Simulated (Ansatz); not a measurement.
A geometry of Ta away from equilibrium: step 2 of the relaxation of a relaxed Ta cell, doubled along one cell vector, shaken by Gaussian noise of σ = 0.08 Å a coordinate. Method: r2SCAN (plane waves to 500 eV, PAW, scalar-relativistic; Ansatz, a quantum-chemistry and plane-wave program). Γ-centred k-mesh 7×4×12 on the run's cell (coarser than for final values), Fermi–Dirac smearing 0.05 eV.

```
Ta
1.0
    5.41614    -0.00216    -0.00403
   -5.41989     9.42619    -0.02551
   -0.00198    -0.00839     2.69494
Ta
6
Direct
  0.48038   0.99657   0.54370
  0.49493   0.50133   0.53820
  0.48890   0.25148   0.49650
  0.49487   0.75622   0.48205
  0.99250   0.25091   0.55295
  0.00091   0.75109   0.44176
```

Which atoms carry the largest force, and which way does it point?

1.17 eV/Å, on Ta6 (atoms numbered as listed); on Ta6 its components are (-0.77, -0.46, -0.75).

What is the pressure?

+1.1 GPa, compression positive.

No spin polarisation in the result.

The end of the path is a generated cell of Ta: the first start was made by placing the elements on the sites of a structure type, and the end was not matched to a known phase here, so it may be hypothetical. Known forms of Ta include space group No. 229.
